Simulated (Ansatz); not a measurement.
Ansatz run, YAg3S2

input.yaml (Ansatz 0.2.0)

```yaml
crystal:
  lattice:
    - [0.0, 3.945168, 0.0]
    - [7.414333, -1.972584, 0.0]
    - [3.167656, 0.0, -7.750518]
  atoms:
    - { symbol: "Y", position: [0.1354, 0.2708, 0.9574] }
    - { symbol: "Y", position: [0.8646, 0.7292, 0.0426] }
    - { symbol: Ag, position: [0.5942, 0.1884, 0.3623] }
    - { symbol: Ag, position: [0.4058, 0.8116, 0.6377] }
    - { symbol: Ag, position: [0.689, 0.378, 0.5705] }
    - { symbol: Ag, position: [0.311, 0.622, 0.4295] }
    - { symbol: Ag, position: [0.0609, 0.1218, 0.5968] }
    - { symbol: Ag, position: [0.9391, 0.8782, 0.4032] }
    - { symbol: S, position: [0.477, 0.954, 0.2485] }
    - { symbol: S, position: [0.523, 0.046, 0.7515] }
    - { symbol: S, position: [0.1921, 0.3842, 0.3247] }
    - { symbol: S, position: [0.8079, 0.6158, 0.6753] }
  symmetry: { tolerance: 0.0003 }
kpoints:
  mp_grid: { grid: [6, 6, 3], shift: [0, 0, 0] }
  band_path:
    path:
      - [0.0, 0.0, 0.0]
      - [0.54130301, -0.27065151, 0.0]
      - [0.45869699, -0.72934849, 0.0]
      - [0.0, -0.5, 0.0]
      - [0.0, 0.0, 0.0]
      - [0.0, -0.5, -0.5]
      - [0.48637121, -0.74318561, -0.5]
      - [0.51362879, -0.25681439, -0.5]
      - [0.0, 0.0, -0.5]
      - [0.0, 0.0, 0.0]
      - [0.5, -0.5, -0.5]
    npoints: 6
magnetization:
  spin_polarized: false
scf:
  occupations: { method: gaussian, width: 0.2851 }
  lower_state_search: "off"
  max_iter: 200
hamiltonian:
  pseudopotentials: { kind: paw }
  xc: pbe
basis:
  ecutwfc: 420
  fft_grid_basis: typed
output:
  forces: true
  stress: true
  eigenvalues: true
  populations: true
  elf: true
  write_potential: true
  volumetric_format: npy
  dos:
    e_range: [-12, 8]
    de: 0.05
    projected: { site_lists: { Ag: [Ag], S: [S], "Y": ["Y"] } }
checkpoint:
  read: saved_state
```

The saved state is an earlier solution for the same cell, perhaps on another mesh. 

Excerpt of what it printed:

```
SCF iter   1: F=—  Δρ=1.27e-3  dr2=2.39e-2
SCF iter   2: F=—  Δρ=6.74e-4  dr2=8.44e-3
SCF iter   3: F=—  Δρ=1.88e-4  dr2=4.91e-4
SCF iter   4: F=—  Δρ=1.06e-4  dr2=2.92e-5
SCF iter   5: F=—  Δρ=3.92e-5  dr2=5.47e-6
SCF iter   6: F=—  Δρ=1.04e-5  dr2=4.25e-7
SCF iter   7: F=-56845.1499 eV  Δρ=4.38e-6  dr2=7.53e-8
Free energy (F): -56845.1499 eV
Harris-Foulkes:  -56845.1499 eV  (|F-HF|=3.88e-8)
Internal energy: -56844.9131 eV  (E = F + TS)
E sigma→0 (E₀):  -56845.0315 eV
Entropy (-TS):   -0.2368 eV (-19.736 meV/atom)
Fermi energy:    14.5610 eV
--- Per-component energies (eV) ---
  E_band       = -1941.4960
  E_kinetic    = 4236.9459
  E_local      = -27754.9747  (includes V_loc(G=0)·N_el)
  E_nonlocal   = 695.4522
  E_hartree    = 12825.7946
  E_xc         = -1858.4753
  E_vxc        = -2177.2157  (∫ρ·V_xc dr)
  E_paw        = -31464.3960  (= ΣΔE_a)
  E_vpaw       = -2593.2755  (= ΣTr[D̂ρ^β])
  E_aug_tail   = 0.0019  (compensation charges beyond the density's cutoff)
  E_ewald      = -13525.2618
  E_smearing   = -0.2368  (= −TS)
--- Stress (GPa, compression-positive) ---
       27.8082       0.0000      -1.0840
        0.0000      24.8111       0.0000
       -1.0840       0.0000      18.9972
  P = ⅓ Tr σ = 23.8722 GPa (238.722 kbar)
--- Löwdin populations: 12 sites ---
  site symbol       q [e]
     0      Y     10.6119
     1      Y     10.6119
     2     Ag     18.4491
     3     Ag     18.4491
     4     Ag     18.5007
     5     Ag     18.5007
     6     Ag     18.4758
     7     Ag     18.4758
     8      S      6.6219
     9      S      6.6219
    10      S      6.6545
    11      S      6.6545
  spilling = 0.0086 (of n_electrons = 160.0000)
```

Origin: a known structure type with other elements, at an estimated volume, so it need not be a known compound. Caveats: many states at the Fermi level without spin polarisation, so a magnetic state may lie lower; atoms or cell far from equilibrium; wide smearing.
